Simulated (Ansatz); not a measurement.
# How far is PAW off for MgI2?

```
CELL_PARAMETERS angstrom
4.15370 0.00000 0.00000
-2.07685 3.59721 0.00000
0.00000 0.00000 6.86200
ATOMIC_POSITIONS crystal
Mg 0.00000 0.00000 0.00000
I 0.33333 0.66667 0.75763
I 0.66667 0.33333 0.24237
```

Atom numbers follow the list: Mg1, I2, I3.

Structure: COD 2013551, as refined from experiment and not relaxed.

No spin–orbit coupling, which matters for the heavy atoms here.

All numbers are computed: DFT, PBE, PAW with Ansatz's default frozen-core files, scalar-relativistic (Ansatz 0.2.0); DFT, PBE, all-electron LAPW, scalar-relativistic (Ansatz 0.2.0).

For PAW: a Γ-centred 7×7×4 k mesh, Fermi–Dirac smearing of 0.03 eV, cutoff 420 eV, no spin polarisation. LAPW targets a basis error of 1 meV/atom. The Ansatz runs share mesh, smearing and spin set-up. Plane-wave (PAW) pressures include the program's estimate of the Pulay term.

Stress and pressure are positive in compression.

Levels count from the top of the valence band.

PAW results:

```tsv
quantity	PAW
pressure (GPa)	1.26
stress xx (GPa)	1.18
stress zz (GPa)	1.44
force on I2, z (eV/Å)	-0.039
band gap (eV)	3.538
highest filled level at L (eV)	-0.712
lowest empty level at L (eV)	3.543
highest filled level at A (eV)	-0.193
lowest empty level at A (eV)	4.657
highest filled level at H (eV)	-0.556
lowest empty level at H (eV)	4.823
```

What does full-potential LAPW give for the same quantities?


```json
{"quantity": "pressure (GPa)", "LAPW": "1.26"}
{"quantity": "stress xx (GPa)", "LAPW": "1.18"}
{"quantity": "stress zz (GPa)", "LAPW": "1.44"}
{"quantity": "force on I2, z (eV/Å)", "LAPW": "-0.038"}
{"quantity": "band gap (eV)", "LAPW": "3.536"}
{"quantity": "highest filled level at L (eV)", "LAPW": "-0.712"}
{"quantity": "lowest empty level at L (eV)", "LAPW": "3.541"}
{"quantity": "highest filled level at A (eV)", "LAPW": "-0.193"}
{"quantity": "lowest empty level at A (eV)", "LAPW": "4.655"}
{"quantity": "highest filled level at H (eV)", "LAPW": "-0.556"}
{"quantity": "lowest empty level at H (eV)", "LAPW": "4.821"}
```
